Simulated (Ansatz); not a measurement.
Te2Mo:
```yaml
crystal:
  lattice:
    - [3.49656, 0.00000, 0.00000]
    - [-1.74828, 3.02811, 0.00000]
    - [0.00000, 0.00000, 13.70052]
  atoms:
    - { symbol: Te, position: [0.33333, 0.66667, 0.61736] }
    - { symbol: Te, position: [0.66667, 0.33333, 0.38264] }
    - { symbol: Te, position: [0.66667, 0.33333, 0.11736] }
    - { symbol: Te, position: [0.33333, 0.66667, 0.88264] }
    - { symbol: Mo, position: [0.33333, 0.66667, 0.25000] }
    - { symbol: Mo, position: [0.66667, 0.33333, 0.75000] }
```

Relaxed with PBE+D3(BJ). Special points in fractions of this cell's reciprocal vectors: Γ (0.000, 0.000, 0.000); M (0.500, 0.000, 0.000); K (0.333, 0.333, 0.000); A (0.000, 0.000, 0.500); L (0.500, 0.000, 0.500); H (0.333, 0.333, 0.500).

Question: List the band energies nearest the valence-band maximum at these points for DFT-PBE+D3(BJ) in the program Ansatz with PAW potentials.

Answer: In eV from the valence-band maximum; about four levels below and three above (degenerate sets whole), none deeper than 8.9 eV; points with the same levels are listed once.

| k | below | above |
|---|---|---|
| Γ | -1.00 -1.00 -0.18 0.00 | 2.87 2.87 3.06 3.06 |
| M | -1.10 -1.03 -0.66 -0.26 | 1.27 1.34 1.41 |
| K | -1.87 -1.87 -0.38 -0.08 | 0.96 0.99 0.99 |
| A | -1.03 -1.03 -1.03 -1.03 -0.05 -0.05 | 2.91 2.91 2.91 2.91 |
| L | -1.04 -1.04 -0.46 -0.46 | 1.30 1.30 1.64 1.64 |
| H | -2.10 -2.10 -0.27 -0.27 | 1.01 1.01 1.51 1.51 |

Space group P6_3/mmc. The PBE+D3(BJ) relaxation kept the symmetry of its start. No spin polarisation was allowed. Spin–orbit coupling is left out wherever it is not named.

Potentials: the later of the program's two PAW sets.
